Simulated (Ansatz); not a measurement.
## One input, then a changed one: IrOs

First run: DFT, PBEsol, all-electron LAPW, scalar-relativistic (Ansatz 0.2.0).

Command: `ansatz run input.yaml --threads 1 --pin off --max-ram 2048MiB --backend cpu --events-out ev --progress --plain --runs-dir out` It took 80 s on 1 thread of Arm Neoverse V2, on a shared host, peak memory 0.5 GiB.

```yaml
crystal:
  lattice:
    - [2.7436214815, 0.0, 0.0]
    - [-1.3718107407, 2.3760459013, 0.0]
    - [0.0, 0.0, 4.36088301]
  atoms:
    - { symbol: Os, position: [0.0, 0.0, 0.0] }
    - { symbol: Ir, position: [0.3333333333, 0.6666666667, 0.5] }
kpoints:
  mp_grid: { grid: [13, 13, 7] }
scf:
  occupations: { method: fermi_dirac, width: 0.05 }
hamiltonian:
  xc: pbesol
  pseudopotentials: { kind: all_electron, lapw: { basis_error: 0.001 } }
output:
  forces: true
  stress: true
  eigenvalues: true
  populations: true
```

The cell is Materials Project entry mp-1223655, used as a structure alone.

It converges in 11 SCF iterations at a pressure of -6.65 GPa.

The input is then changed:

```diff
   pseudopotentials: { kind: all_electron, lapw: { basis_error: 0.001 } }
+  hubbard: { sites: [{ species: Os, l: d, u_eff: 2.0 }], double_counting: amf }
 output:
```

Task: Predict the outcome of the changed run.

Result: It converges in 11 SCF iterations at a pressure of -6.65 GPa. Results part of its log:
```
SCF 1 converged in 11 iterations: F = -954182.111172 eV  dr2 = 8.21e-8
SCF converged after 11 iterations
Free energy (F): -954182.111172 eV
Harris-Foulkes:  -954182.111173 eV  (|F-HF|=8.18e-8)
Internal energy: -954182.095109 eV  (E = F + TS)
E sigma→0 (E₀):  -954182.103141 eV
Entropy (-TS):   -0.016063 eV (-8.032 meV/atom)
Fermi energy:    31.967764 eV
--- Per-component energies (eV) ---
  E_band       = -5412.984768
  E_kinetic    = 1077732.305546
  E_xc         = -18461.796984
  E_hubbard    = -0.002466  (on-site DFT+U / exact-exchange correction)
  E_vhub       = -0.004928  (the Hubbard potential's part of the band-sum identity)
[... lines left out ...]
       -0.000000      -6.614696       0.000000
        0.000000       0.000000      -6.721109
  P = ⅓ Tr σ = -6.6502 GPa (-66.502 kbar)
--- Band table (eV; the first three rows and the last of 84) ---
  k-point 0: bands = ["-253.5725", "-253.5450", "-253.5450", "-253.5318", "-253.5318", "-235.5497", "-235.5477", "-235.5477", "-235.5128", "-235.5128", "-61.0704", "-54.7269", "-25.4499", "-25.4364", "-25.4364", "-25.4160", "-25.4160", "-25.4143", "-25.4056", "-18.0253", "-17.6221", "-17.6221", "-15.3152", "-15.3082", "-15.3082", "-15.2991", "-15.2991", "-15.2701", "-15.2530", "-14.1804", "-13.7204", "-13.7204", "20.8118", "23.9406", "28.2380", "28.2380", "28.5626", "29.3921", "29.3921", "29.7353", "29.7353", "31.4733", "32.9391", "32.9391", "39.8759", "45.2987", "47.6105", "48.7214", "53.0115"]
  k-point 1: bands = ["-253.5725", "-253.5450", "-253.5450", "-253.5318", "-253.5318", "-235.5497", "-235.5477", "-235.5477", "-235.5128", "-235.5128", "-61.0704", "-54.7270", "-25.4499", "-25.4364", "-25.4364", "-25.4160", "-25.4160", "-25.4143", "-25.4056", "-18.0161", "-17.6219", "-17.6219", "-15.3152", "-15.3083", "-15.3083", "-15.2990", "-15.2990", "-15.2701", "-15.2530", "-14.1943", "-13.7207", "-13.7207", "21.0546", "23.9650", "28.1393", "28.1393", "28.4272", "29.1459", "29.1459", "30.1395", "30.1395", "30.6750", "32.9538", "32.9538", "41.0120", "44.8583", "47.9707", "48.6223", "51.4750"]
  k-point 2: bands = ["-253.5725", "-253.5450", "-253.5450", "-253.5318", "-253.5318", "-235.5497", "-235.5477", "-235.5477", "-235.5128", "-235.5128", "-61.0703", "-54.7272", "-25.4499", "-25.4364", "-25.4364", "-25.4160", "-25.4160", "-25.4143", "-25.4056", "-17.9951", "-17.6214", "-17.6214", "-15.3152", "-15.3084", "-15.3084", "-15.2989", "-15.2989", "-15.2701", "-15.2530", "-14.2257", "-13.7214", "-13.7214", "21.7368", "23.9431", "28.0059", "28.0059", "28.0812", "28.7923", "28.7923", "29.2076", "30.8560", "30.8560", "32.8817", "32.8817", "43.5418", "44.5069", "46.7042", "50.1359", "50.5782"]
  k-point 83: bands = ["-253.5725", "-253.5450", "-253.5450", "-253.5318", "-253.5318", "-235.5497", "-235.5477", "-235.5477", "-235.5128", "-235.5128", "-61.0277", "-54.6659", "-25.4478", "-25.4390", "-25.4385", "-25.4150", "-25.4146", "-25.4136", "-25.4090", "-18.0487", "-17.9638", "-17.9098", "-15.3118", "-15.3113", "-15.3106", "-15.2971", "-15.2962", "-15.2685", "-15.2592", "-14.2624", "-14.1595", "-14.1142", "25.6210", "25.7303", "26.6103", "26.8160", "27.7751", "28.3728", "29.8548", "30.3166", "32.5215", "33.1931", "38.1311", "39.1365", "40.3178", "41.1970", "42.2370", "43.4171", "49.9717"]
Occupation matrices written to <dir>
--- Löwdin populations: 2 sites ---
  site symbol       q [e]
     0     Os     75.8462
     1     Ir     76.7570
  spilling = 0.002593 (of n_electrons = 153.000000)
```
